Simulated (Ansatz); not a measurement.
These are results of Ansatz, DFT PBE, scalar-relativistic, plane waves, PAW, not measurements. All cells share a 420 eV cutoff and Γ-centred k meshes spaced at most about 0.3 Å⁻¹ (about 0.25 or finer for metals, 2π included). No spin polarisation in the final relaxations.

All energies are static (0 K, no zero-point motion). All come from trial cells, and lower structures may exist.

Task: These unrelaxed guesses for BiO4 are each relaxed within their symmetry. Order them by the energy at which they end, lowest first.
A.

Space group P-3m1 (No. 164). a = 2.787 Å, b = 2.787 Å, c = 8.961 Å, α = 90.00°, β = 90.00°, γ = 120.00°
```
atom  site  symmetry       x       y       z
  Bi    1a      -3m. 0.0000  0.0000  0.0000
   O    2d       3m. 0.3333  0.6667  0.8659
   O    2d       3m. 0.3333  0.6667  0.3768
```

B.

Space group I-43m (No. 217). a = 5.532 Å, b = 5.532 Å, c = 5.532 Å, α = 90.00°, β = 90.00°, γ = 90.00°
| atom | site | symmetry | x | y | z |
| --- | --- | --- | --- | --- | --- |
| Bi | 2a | -43m | 0.0000 | 0.0000 | 0.0000 |
| O | 8c | .3m | 0.1748 | 0.1748 | 0.1748 |

C.

Space group P6mm (No. 183). a = 4.407 Å, b = 4.407 Å, c = 4.370 Å, α = 90.00°, β = 90.00°, γ = 120.00°
| atom | site | symmetry | x | y | z |
| --- | --- | --- | --- | --- | --- |
| Bi | 1a | 6mm | 0.0000 | 0.0000 | 0.9585 |
| O | 3c | 2mm | 0.5000 | 0.0000 | 0.7619 |
| O | 1a | 6mm | 0.0000 | 0.0000 | 0.3673 |

D.

Space group I4/mmm (No. 139). a = 3.815 Å, b = 3.815 Å, c = 9.367 Å, α = 90.00°, β = 90.00°, γ = 90.00°
| atom | site | symmetry | x | y | z |
| --- | --- | --- | --- | --- | --- |
| Bi | 2a | 4/mmm | 0.0000 | 0.0000 | 0.0000 |
| O | 4d | -4m2 | 0.5000 | 0.0000 | 0.2500 |
| O | 4e | 4mm | 0.0000 | 0.0000 | 0.3847 |

Result: D (ends in I4/mmm, 0 meV/atom), A (ends in P-3m1, 222 meV/atom), C (ends in P6/mmm, 0.31 eV/atom), B (ends in Im-3m, 0.40 eV/atom). Even the lowest end lies +0.13 eV/atom against the elements.

Weakly bound directions are ill-defined at this level, which has no dispersion term (P-3m1), and this can change margins and order among such cells. Spin–orbit coupling, which can matter for Bi, is left out. In I4/mmm, P-3m1, P6/mmm, Im-3m an odd number of electrons in the primitive cell allows no gap without spin; a larger cell or a magnetic state could open one. A magnetic state wasn't ruled out in cells without spin, among them P-3m1, P6/mmm, Im-3m. Cells relaxed within their symmetry can be saddle points. Some structure types and database cells were kept out of the candidates from the start, so a known form may be missing.
